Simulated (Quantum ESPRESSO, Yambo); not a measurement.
# G0W0 results for CuI

```cif
data_Cu2I2
_chemical_formula_sum 'Cu2 I2'
_space_group_name_H-M_alt 'P 1'
_space_group_IT_number 1
_cell_length_a 4.06750
_cell_length_b 4.06750
_cell_length_c 7.09549
_cell_angle_alpha 90.000
_cell_angle_beta 90.000
_cell_angle_gamma 120.000
loop_
_space_group_symop_operation_xyz
  'x, y, z'
loop_
_atom_site_label
_atom_site_type_symbol
_atom_site_fract_x
_atom_site_fract_y
_atom_site_fract_z
_atom_site_occupancy
Cu1 Cu 0.66667 0.33333 0.59445 1
Cu2 Cu 0.33333 0.66667 0.40555 1
I1 I 0.33333 0.66667 0.77034 1
I2 I 0.66667 0.33333 0.22966 1
```

Cell and atoms were relaxed with PBE+D3(BJ) from Materials Project entry mp-570081, within its symmetry.

Starting point: norm-conserving PBEsol (Quantum ESPRESSO, 92 Ry, no spin-orbit coupling). G0W0 in Yambo: 3×3×2 Γ-centred k mesh, bands 9 to 209 and a 8 Ry block in the screening, 209 bands in G with the Bruneval-Gonze terminator, plasmon pole fitted at 27.2 eV.

```yaml
PBEsol gap along the band path: 1.48 eV
PBEsol gap between the mesh's edge points (Γ → Γ): 1.48 eV
G0W0 gap between the same points: 2.53 eV
```

```json
[
 {"k point": "Γ", "band": "VB", "E PBEsol (eV)": "0.00", "E QP (eV)": "-0.69", "shift (eV)": "-0.69", "Z": "0.77"},
 {"k point": "Γ", "band": "CB", "E PBEsol (eV)": "1.48", "E QP (eV)": "1.84", "shift (eV)": "0.36", "Z": "0.81"},
 {"k point": "A", "band": "VB", "E PBEsol (eV)": "-0.17", "E QP (eV)": "-0.86", "shift (eV)": "-0.70", "Z": "0.77"},
 {"k point": "A", "band": "CB", "E PBEsol (eV)": "3.00", "E QP (eV)": "3.46", "shift (eV)": "0.46", "Z": "0.81"},
 {"k point": "K", "band": "VB", "E PBEsol (eV)": "-0.54", "E QP (eV)": "-1.16", "shift (eV)": "-0.62", "Z": "0.74"},
 {"k point": "K", "band": "CB", "E PBEsol (eV)": "2.64", "E QP (eV)": "2.78", "shift (eV)": "0.15", "Z": "0.81"},
 {"k point": "H", "band": "VB", "E PBEsol (eV)": "-0.81", "E QP (eV)": "-1.44", "shift (eV)": "-0.63", "Z": "0.74"},
 {"k point": "H", "band": "CB", "E PBEsol (eV)": "3.00", "E QP (eV)": "3.39", "shift (eV)": "0.39", "Z": "0.80"}
]
```

Energies count from the PBEsol valence-band maximum.

Nearest settings tried, and what they do to the gap: 135 bands in W, 135 bands in G: +30 meV; 7 Ry block (221 vectors against 253): +0 meV; 3×3×1 mesh: -102 meV. So the settings aren't converged at that level. The k mesh is coarse.

Spin-orbit coupling is left out, which matters for elements this heavy: edges can move by tenths of an eV. The filled Cu 3d shell has no Hubbard U; semilocal functionals place it too high.

This is not the ordinary phase of the substance; no match was found in the copy of COD used, and its stability was not checked.
